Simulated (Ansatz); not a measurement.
Starting cell, WC (WC type, space group P-6m2):

```
CELL_PARAMETERS angstrom
      5.84393     0.00000     0.00000
     -1.46098     2.53050     0.00000
      0.00000     0.00000     2.84728
ATOMIC_POSITIONS crystal
  W  0.00000 0.00000 0.00000
  W  0.50000 0.00000 0.00000
  C  0.33333 0.33333 0.50000
  C  0.83333 0.33333 0.50000
```

In this cell atom 1 (W, nearest neighbour C at 2.207 Å; its periodic images, 2.8 Å or more away, move with it) is moved by s towards the nearest neighbour, unit vector (0.000, -0.764, 0.645); all other atoms and the cell stay fixed.

Computed with PBE (plane waves to 420 eV, PAW, scalar-relativistic; Ansatz, a first-principles code). k mesh 15×15×13 (Γ-centred), Fermi-Dirac smearing 0.05 eV. The energy includes the smearing's −TS. Left out: 1 of 11 points, with atoms too close for the PAW data. With partly filled bands, energies and forces of such displacements shift with the k mesh and the smearing. Spin-orbit coupling is left out, though W is heavy. The PAW data are Ansatz's earlier set. WC is run without spin polarisation. WC was relaxed with its symmetry unable to fall. The zero of ΔE is the undisplaced structure. The last digit holds for this mesh only.

```
s (Å)   ΔE (meV/cell)
------  -------------
-0.440         1932.2
-0.352         1252.8
-0.264          709.2
-0.176          316.3
-0.088           79.4
0.000             0.0
0.088            80.8
0.176        withheld
0.264           764.9
0.352          1414.1
```

Q: Fit a polynomial form (powers 2, 3, 4) to the given rows and predict ΔE at s = 0.176.

A: Least squares on the 9 given rows: ΔE = (10550)·s² + (1861)·s³ + (1395)·s⁴, in meV/cell with s in Å; root-mean-square residual 4.77 meV/cell. At 0.176 the fit gives 338.3 meV/cell; the calculation gives 330.0 meV/cell, so the interpolation is off by 8.3 (+2.5 %). The quadratic term alone would give 326.8 meV/cell.

(For displaced atoms, the force is minus the slope of the energy, and its curvature is a force constant, which sets phonon frequencies.)
